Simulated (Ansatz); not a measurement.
A generator proposed this cell of Ga₂O.

```cif
data_structure
_symmetry_space_group_name_H-M 'P 1'
_symmetry_Int_Tables_number 1
_cell_length_a 5.0163
_cell_length_b 5.0163
_cell_length_c 2.2324
_cell_angle_alpha 90.000
_cell_angle_beta 90.000
_cell_angle_gamma 120.000
_cell_volume 48.65
loop_
_atom_site_label
_atom_site_type_symbol
_atom_site_fract_x
_atom_site_fract_y
_atom_site_fract_z
_atom_site_occupancy
Ga1 Ga 0.33333 0.66667 0.00000 1
Ga2 Ga 0.66667 0.33333 0.00000 1
O1 O 0.00000 0.00000 0.00000 1
```

All numbers below come from DFT PBE, scalar-relativistic, plane waves, PAW in Ansatz. Plane waves to 420 eV, a k mesh through Γ of 6×6×8 on the computed 3-atom cell and Gaussian smearing (0.10 eV); no spin polarisation.

The zero of energy is the elements' standard structures at the same level (O₂ as a molecule); no fitted shifts are applied.

Problem. How far from equilibrium is it?

Solution. The pressure is 1.3 GPa (the mean over three directions, positive in compression), the largest force is 0.00 eV/Å (symmetry fixes the atoms), and the energy is +0.47 eV/atom against the elements. The shortest distance is 2.23 Å.

Problem. How much does it gain on relaxing, and where does it end?

Solution. Relaxing gains about 0.40 eV/atom (the start's value is from the coarse mesh, so the gain is rough) in 19 ionic steps and ends at +0.07 eV/atom on the finer mesh. The symmetry stays P6/mmm (No. 191). The volume per atom shrinks by 4.5 %, from 16.2 to 15.5 Å³. The shortest distance goes from 2.23 Å (Ga–Ga and O–O) to 2.48 Å (Ga–O and Ga–Ga). The ratio c/a of the conventional cell changes by a factor of 1.52. Conventional cell: a = 4.295 Å, c = 2.909 Å. Ga has 3 O at 2.48 Å, 3 Ga at 2.48 Å and 2 Ga at 2.91 Å; O has 6 Ga at 2.48 Å and 2 O at 2.91 Å.

The last run used a 12×12×16 mesh (in the run's order of axes) for its 3-atom cell and Gaussian smearing of 0.10 eV. The relaxation can't lower the symmetry of the start. A structure relaxed within its symmetry needn't be a true minimum. Another cell of Ga2O relaxed alike, in Fmmm, lies 0.68 eV/atom lower, so this cell isn't the stable form at this level.
